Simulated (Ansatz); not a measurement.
Task: Each is relaxed and computed with plane-wave PAW PBEsol (Ansatz code). Which is the only one with a gap?
A) Ta4C3, R-3m (Ta on 6c, C on 6c, Ta on 6c, C on 3a)
B) SnMo2C, P6_3/mmc (Sn on 2d, Mo on 4f, C on 2a)
C) SiSn, CsCl type
D) ZnSnN2, R-3m (Zn on 3a, Sn on 3b, N on 6c)

Result: D, ZnSnN2, R-3m (Zn on 3a, Sn on 3b, N on 6c). ZnSnN2: gap 0.68 eV (indirect); Ta4C3: metal; SnMo2C: metal; SiSn: metal. Constructed cells (a structure type filled with these elements, in neither database checked): SiSn, CsCl type. Typed or built starts, not in the databases checked: ZnSnN2, R-3m (Zn on 3a, Sn on 3b, N on 6c); Ta4C3, R-3m (Ta on 6c, C on 6c, Ta on 6c, C on 3a); SnMo2C, P6_3/mmc (Sn on 2d, Mo on 4f, C on 2a). Unstable at this level: ZnSnN2, R-3m (Zn on 3a, Sn on 3b, N on 6c); SiSn, CsCl type. All cells were relaxed under the symmetry of their starts (and spin orders); stability against distortions was not tested throughout. Named crystals with no word on spin ran without spin polarisation. Scalar-relativistic: spin–orbit coupling is off unless named, which matters more the heavier the elements.

Potentials: the earlier of the program's two PAW sets. The files were generated under PBE; for other functionals the program regenerates the frozen cores, and for LDA and PBEsol the local potential too.
